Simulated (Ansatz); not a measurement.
A geometry of Ge2Mo away from equilibrium: the start of the relaxation of a generated cell, Ge2Mo placed in the AFLOW prototype A2B_hP6_191_h_e (C_h, as in Cu2Te). The numbers are results of r2SCAN (plane waves to 500 eV, PAW, scalar-relativistic; Ansatz, a first-principles code), not measurements. Γ-centred k-mesh 10×10×5 on the run's cell, Fermi–Dirac smearing 0.05 eV.

```xyz
6
Lattice="3.9875 0.0000 0.0000 -1.9938 3.4533 0.0000 0.0000 0.0000 6.8203" Properties=species:S:1:pos:R:3 pbc="T T T"
Ge     0.0000     2.3022     1.0913
Ge     1.9938     1.1511     1.0913
Ge     1.9938     1.1511     5.7291
Ge     0.0000     2.3022     5.7291
Mo     0.0000     0.0000     2.0870
Mo     0.0000     0.0000     4.7333
```

Task: Which atoms carry the largest force, and which way does it point?

Result: 3.66 eV/Å, on Ge1, Ge2, Ge3, Ge4 (atoms numbered as listed); on Ge4 its components are (0.00, 0.00, -3.66).

Task: What is the pressure?

Result: +45.0 GPa, compression positive.

Task: How much energy per atom can still be gained by relaxing?

Result: 0.86 eV/atom; the path ends in P6/mmm (No. 191).

No spin polarisation in the result.

The run could not lose the symmetry of its start, so the end can be a saddle point.

The end of the path is a generated cell of Ge2Mo: the first start was made by placing the elements on the sites of a structure type, and the end was not matched to a known phase here, so it may be hypothetical.
